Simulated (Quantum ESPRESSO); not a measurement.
## Kohn-Sham bands of TaS$_{2}$ (CdI2 type)

```xyz
3
Lattice="3.3829 0.0000 0.0000 -1.6914 2.9296 0.0000 0.0000 0.0000 6.1680" Properties=species:S:1:pos:R:3 pbc="T T T"
Ta     0.0000     0.0000     0.0000
S     -1.6914     0.9765    -1.5156
S      1.6914    -0.9765     1.5156
```

Materials Project entry mp-1690; symmetrised, unrelaxed at this level. COD (Crystallography Open Database) has the formula in 4 space groups, this one among them (matched by group alone). Level: PBEsol, spinors with spin-orbit coupling; pw.x of Quantum ESPRESSO at 47 Ry with PseudoDojo potentials, 6×6×4 k-points, Wannier90. Density: 12×12×6 mesh, cold smearing 0.01 Ry. The cell is built of weakly bound layers, chains or molecules, whose nearest atoms lie 3.70 Å apart. Database cells relaxed without dispersion often hold them too far apart, which can enlarge gaps and weakens couplings between them; spacing and stacking were not compared with the measured crystal.

Energies are relative to the Fermi level; weights are on the orthonormalised atomic waves of the pseudopotential files, averaged over the group. 25 electrons a cell are treated as valence.

```tsv
bands	from (eV)	to (eV)	filling	weight on atomic waves
1–2	-68.66	-68.65	filled	___
3–4	-41.59	-41.53	filled	___
5–8	-33.01	-32.76	filled	___
9–12	-14.79	-12.52	filled	___
13–30	-6.80	2.97	partly filled	___
```

Problem. Which atomic shells make up each group?

Solution. 
- 1–2, weight on atomic waves: Ta 5s 98 %
- 3–4, weight on atomic waves: Ta 5p 99 %
- 5–8, weight on atomic waves: Ta 5p 98 %
- 9–12, weight on atomic waves: S 3s 78 %, Ta 5d 11 %, Ta 6s 8 %
- 13–30, weight on atomic waves: S 3p 54 %, Ta 5d 39 %

No gap over 0.05 eV opens at the Fermi level at this level of theory.
